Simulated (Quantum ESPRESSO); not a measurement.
```cif
data_Mg2O12V4
_chemical_formula_sum 'O12 Mg2 V4'
_space_group_name_H-M_alt 'C2/m'
_space_group_IT_number 12
_space_group_name_Hall '-C 2y'
_cell_length_a 9.76733
_cell_length_b 3.53531
_cell_length_c 7.05547
_cell_angle_alpha 90.000
_cell_angle_beta 106.116
_cell_angle_gamma 90.000
loop_
_atom_site_label
_atom_site_type_symbol
_atom_site_symmetry_multiplicity
_atom_site_Wyckoff_symbol
_atom_site_fract_x
_atom_site_fract_y
_atom_site_fract_z
_atom_site_occupancy
O1 O 4 i 0.21306 0.50000 0.08261 1
O2 O 4 i 0.07618 0.00000 0.25956 1
O3 O 4 i 0.36687 0.00000 0.37686 1
Mg1 Mg 2 c 0.50000 0.50000 0.50000 1
V1 V 4 i 0.22134 0.00000 0.17661 1
```
(The calculation used a cell of 9 atoms; values per cell refer to that cell.)

The geometry is that of Materials Project entry mp-504510, symmetrised and not relaxed again.

Task: What does LDA (pw.x of Quantum ESPRESSO, ONCV potentials, no spin-orbit coupling) give for the electronic structure near the Fermi level?

Result: The LDA gap is indirect, 2.50 eV, from Z to M; the smallest direct gap is 2.57 eV. Another conduction extremum on the path lies within 0.02 eV, too close to call. The 3d shell has no Hubbard U; the runs are without spin polarisation, and magnetic order was not tried.
